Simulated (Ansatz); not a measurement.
SiO₂:
```cif
data_O6Si3
_chemical_formula_sum 'Si3 O6'
_space_group_name_H-M_alt 'P3121'
_space_group_IT_number 152
_space_group_name_Hall 'P 31 2"'
_cell_length_a 4.94920
_cell_length_b 4.94920
_cell_length_c 5.44188
_cell_angle_alpha 90.000
_cell_angle_beta 90.000
_cell_angle_gamma 120.000
loop_
_atom_site_label
_atom_site_type_symbol
_atom_site_symmetry_multiplicity
_atom_site_Wyckoff_symbol
_atom_site_fract_x
_atom_site_fract_y
_atom_site_fract_z
_atom_site_occupancy
Si1 Si 3 a 0.52964 0.52964 0.00000 1
O1 O 6 c 0.41251 0.26694 0.21450 1
```

Relaxed with PBEsol.

**Question.** Give the optical modes at the zone centre with their infrared activity from DFPT, PBEsol in the plane-wave PAW code Ansatz.

**Answer.** Transverse frequencies, without the LO–TO term; a row sums one degenerate level.

| ω (cm⁻¹) | degeneracy | IR ((D/Å)²/amu) | activity | symmetry |
|---|---|---|---|---|
| 120 | 2 | 0.00 | IR-inactive | E |
| 197 | 1 | 0.00 | IR-inactive | A1 |
| 248 | 2 | 0.40 | IR | E |
| 335 | 1 | 0.00 | IR-inactive | A1 |
| 340 | 1 | 4.63 | IR | A2 |
| 370 | 2 | 5.77 | IR | E |
| 421 | 2 | 16.01 | IR | E |
| 441 | 1 | 0.00 | IR-inactive | A1 |
| 465 | 1 | 8.62 | IR | A2 |
| 675 | 2 | 1.21 | IR | E |
| 757 | 1 | 3.39 | IR | A2 |
| 776 | 2 | 6.77 | IR | E |
| 1044 | 2 | 85.21 | IR | E |
| 1051 | 1 | 44.84 | IR | A2 |
| 1061 | 1 | 0.00 | IR-inactive | A1 |
| 1135 | 2 | 1.07 | IR | E |

**Question.** How high does the top mode go among those that the LO–TO term moves?

**Answer.** 1204 cm⁻¹ for q along x, 1204 cm⁻¹ for q along y, 1213 cm⁻¹ for q along z.

Space group P3_121. Symmetry was held in the PBEsol relaxation; phonons show weakly imaginary modes.

Potentials: the earlier of the program's two PAW sets. The files were generated under PBE; for other functionals the program regenerates the frozen cores, and for LDA and PBEsol the local potential too.
